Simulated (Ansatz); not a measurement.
Starting cell, AlN (wurtzite):

```
AlN
1.0
    3.12980     0.00000     0.00000
   -1.56490     2.71049     0.00000
    0.00000     0.00000    10.03466
Al N
4 4
Direct
  0.66667   0.33333   0.00169
  0.66667   0.33333   0.50169
  0.33333   0.66667   0.25169
  0.33333   0.66667   0.75169
  0.66667   0.33333   0.31091
  0.66667   0.33333   0.81091
  0.33333   0.66667   0.06091
  0.33333   0.66667   0.56091
```

The atoms are displaced by Q × the pattern below (from a DFPT mode at A = (0.0, 0.0, 0.5), largest move 1; Q in Å), at fixed cell. It is one choice among 2 degenerate patterns. (q is in reciprocal vectors of the primitive cell; the cell shown is doubled to hold the pattern.)

```tsv
atom	x	y	z
Al1	0.000	0.000	-0.474
Al2	0.000	0.000	0.474
Al3	0.000	0.000	-0.167
Al4	0.000	0.000	0.167
N5	0.000	0.000	-0.425
N6	0.000	0.000	0.425
N7	0.000	0.000	1.000
N8	0.000	0.000	-1.000
```

All values below come from PBE (plane waves to 420 eV, PAW, scalar-relativistic; Ansatz, an electronic-structure program). k mesh 12×12×4 (Γ-centred), Fermi-Dirac smearing 0.05 eV. Energies are smeared free energies. AlN was relaxed with its symmetry unable to fall. The PAW data are Ansatz's earlier set. The zero of ΔE is the undisplaced structure.

```
Q (Å)   ΔE (meV/cell)
------  -------------
-0.280           4414
-0.187           1947
-0.093            485
0.000               0
0.093             485
0.187            1947
0.280            4414
```

**Question.** Which DFPT wavenumber at A = (0.0, 0.0, 0.5) belongs to this mode?
(A) 641 cm⁻¹
(B) 804 cm⁻¹
(C) 173 cm⁻¹
(D) 340 cm⁻¹

**Answer.** B, 804 cm⁻¹. The curvature of the scan gives 804 cm⁻¹

(A displaced cell: forces are minus the slopes of the energy, force constants its curvatures, and phonons follow from these.)
